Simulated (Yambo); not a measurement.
```xyz
4
Lattice="1.7367 1.0027 4.5998 -1.7367 1.0027 4.5998 0.0000 -2.0053 4.5998" Properties=species:S:1:pos:R:3 pbc="T T T"
H      0.0000     0.0000     6.8997
F      0.0000     0.0000     8.0403
F      0.0000     0.0000     5.7591
Na     0.0000     0.0000     0.0000
```

Workflow: PBEsol (pw.x of Quantum ESPRESSO, ONCV potentials, scalar-relativistic), then G0W0 in Yambo (4×4×4 Γ-centred k mesh, bands 2 to 87 and a 8 Ry block in the screening, 87 bands in G with the Bruneval-Gonze terminator, plasmon pole fitted at 27.2 eV).

**Question.** Give the PBEsol and G0W0 gaps between the band edges found on this mesh, and say where the edges lie.

**Answer.** Edges: Z → Γ. PBEsol: 6.91 eV; G0W0: 11.56 eV. Nearest settings tried, and what they do to the gap: 56 bands in G: +3 meV; 42 bands in W: +127 meV; 7 Ry block (103 vectors against 115): +8 meV. Not varied: mesh. So the settings aren't converged at that level. 

Geometry relaxed with PBE+D3(BJ).
